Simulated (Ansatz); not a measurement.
PbS:
```
PbS
1.0
    4.22526     0.00000     0.00000
    0.00000     5.97137     0.00000
    0.00000     0.00000     4.22527
Pb S
2 2
Direct
  0.50000   0.50000   0.24992
  0.00000   0.00000   0.75008
  0.00000   0.50000   0.75008
  0.50000   0.00000   0.24992
```

Relaxed with r²SCAN.

Task: Tabulate the valence density and the electron localisation function along the shortest Pb–S contact (2.99 Å), DFT-r²SCAN in the program Ansatz with PAW potentials.

Result: 

```csv
distance from Pb (Å),density (e/Å³),ELF
0.30,7.46,0.01
0.45,5.25,0.07
0.60,3.35,0.23
0.75,1.93,0.39
0.90,1.02,0.43
1.04,0.56,0.37
1.19,0.34,0.27
1.34,0.24,0.21
1.49,0.22,0.25
1.64,0.25,0.43
1.79,0.33,0.67
1.94,0.48,0.81
2.09,0.71,0.86
2.24,0.97,0.86
2.39,1.13,0.78
2.54,1.02,0.53
2.69,0.62,0.16
```

The density is the valence pseudo-density with augmentation charge, so density and ELF within about 1 Å of a nucleus are not all-electron values.

Space group Fm-3m (rock salt). Symmetry was held in the r²SCAN relaxation. Scalar-relativistic: spin–orbit coupling is off unless named, which matters more the heavier the elements.

Potentials: the later of the program's two PAW sets.
